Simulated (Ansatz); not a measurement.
MoPd (rock salt, space group No. 225) at seven volumes, the program Ansatz at the PBE level (PAW), scaled uniformly. One row is withheld.

```
V (Å³/atom)  P (GPa)
-----------  -------
16.121             ?
16.653         12.21
17.184          5.58
17.716          0.00
18.247         -4.70
18.778         -8.64
19.310        -11.94
```

Question: Fit the shown pressures and predict the withheld one.

Answer: Third-order Birch–Murnaghan: P = (3/2)B₀(x^(7/2) − x^(5/2))[1 + (3/4)(B′ − 4)(x − 1)] with x = (V₀/V)^(2/3). Least squares on the six rows gives V₀ = 17.715 Å³/atom, B₀ = 170.3 GPa, B′ = 4.79. At V = 16.121, x = 1.0649 and P = 20.14 GPa. The run itself gave 20.08 GPa.

Space group Fm-3m (rock salt). The start of the workflow was typed in or built on a structure type; neither database checked (COD, Materials Project) lists it. Its standing as an ambient phase is unchecked. The PBE relaxation kept the symmetry of its start; its stability against distortions is not shown here. No spin polarisation was allowed. The volume moved by 17 % from the start of the relaxation. Its formation energy is positive at this level, so the cell may be metastable or incomplete.

Potentials: the earlier of the program's two PAW sets.
